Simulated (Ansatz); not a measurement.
YTe3:
```xyz
8
Lattice="2.1629 -13.1386 0.0000 2.1629 13.1386 0.0000 0.0000 0.0000 4.3405" Properties=species:S:1:pos:R:3 pbc="T T T"
Y      2.1629     8.6330     3.2554
Y      2.1629    -8.6330     1.0851
Te     2.1629   -11.1623     3.2554
Te     2.1629    11.1623     1.0851
Te     2.1629    -1.9733     3.2554
Te     2.1629     1.9733     1.0851
Te     2.1629     5.4271     3.2554
Te     2.1629    -5.4271     1.0851
```

Relaxed with r²SCAN. Special points in fractions of this cell's reciprocal vectors: Γ (0.000, 0.000, 0.000); Y (-0.500, 0.500, 0.000); C0 (-0.257, 0.743, 0.000); Σ0 (0.257, 0.257, 0.000); Z (0.000, 0.000, 0.500); A0 (0.257, 0.257, 0.500); E0 (-0.257, 0.743, 0.500); T (-0.500, 0.500, 0.500); S (0.000, 0.500, 0.000); R (0.000, 0.500, 0.500).

Problem. List the band energies nearest the Fermi level at these points for r²SCAN in the plane-wave PAW code Ansatz.

Solution. In eV from the Fermi level; about four levels below and three above (degenerate sets whole), none deeper than 8.9 eV; points with the same levels are listed once.

| k | below | above |
|---|---|---|
| Γ | -0.76 -0.62 -0.39 -0.37 | 1.75 1.98 2.20 |
| Y | -0.84 -0.77 -0.39 -0.37 | 1.74 1.99 2.20 |
| C0 | -1.40 -1.20 -0.66 -0.59 | 2.76 2.77 2.79 |
| Z | -1.30 -1.30 -0.76 -0.76 | 2.79 2.79 2.80 2.80 |
| A0 | -2.13 -2.13 -1.53 -1.53 | 2.85 2.85 3.42 3.42 |
| T | -1.19 -1.19 -0.53 -0.53 | 2.76 2.76 2.94 2.94 |
| S | -1.31 -1.18 -0.68 -0.61 | 2.74 2.79 2.81 |
| R | -2.11 -2.11 -1.53 -1.53 | 2.86 2.86 3.42 3.42 |

Space group Cmcm. The first step of the workflow began from a Materials Project structure, measured or hypothetical; the Crystallography Open Database copy checked does not list it. Its standing as an ambient phase is unchecked. Symmetry was held in the r²SCAN relaxation; its stability against distortions is not shown here. The run is not spin-polarised. A crystal of weakly bound layers computed without a dispersion correction: the cell and the soft elastic constants depend strongly on that. Scalar-relativistic: spin–orbit coupling is off unless named, which matters more the heavier the elements.

Potentials: the earlier of the program's two PAW sets.
